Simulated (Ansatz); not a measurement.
Here is the system:

GeW:
```cif
data_GeW
_chemical_formula_sum 'W1 Ge1'
_space_group_name_H-M_alt 'P 1'
_space_group_IT_number 1
_cell_length_a 3.21233
_cell_length_b 3.21233
_cell_length_c 3.60861
_cell_angle_alpha 90.000
_cell_angle_beta 90.000
_cell_angle_gamma 120.000
loop_
_space_group_symop_operation_xyz
  'x, y, z'
loop_
_atom_site_label
_atom_site_type_symbol
_atom_site_fract_x
_atom_site_fract_y
_atom_site_fract_z
_atom_site_occupancy
W1 W 0.00000 0.00000 0.00000 1
Ge1 Ge 0.66667 0.33333 0.50000 1
```

This is the PBE-relaxed structure.

### Question
All from PBE (plane waves, PAW; program Ansatz), unless another level is named. Estimate the electronic character.

### Answer
metallic (no gap).

### Question
Give the formation energy from the elements (no fitted shifts).

### Answer
0.22 eV/atom.

### Question
What about the density of states at the Fermi level?

### Answer
0.27 states/eV per atom (mean over ±0.08 eV).

Space group P-6m2. The cell is a constructed one: a structure type filled with these elements; neither database checked (COD, Materials Project) lists it. Its standing as an ambient phase is unchecked. The cell was relaxed with PBE under the symmetry of its start; whether a distortion lowers the energy is not shown. The run is not spin-polarised. The references are the lowest solids computed at this level, not always the standard phases. Spin–orbit coupling is left out wherever it is not named.

Potentials: the later of the program's two PAW sets.
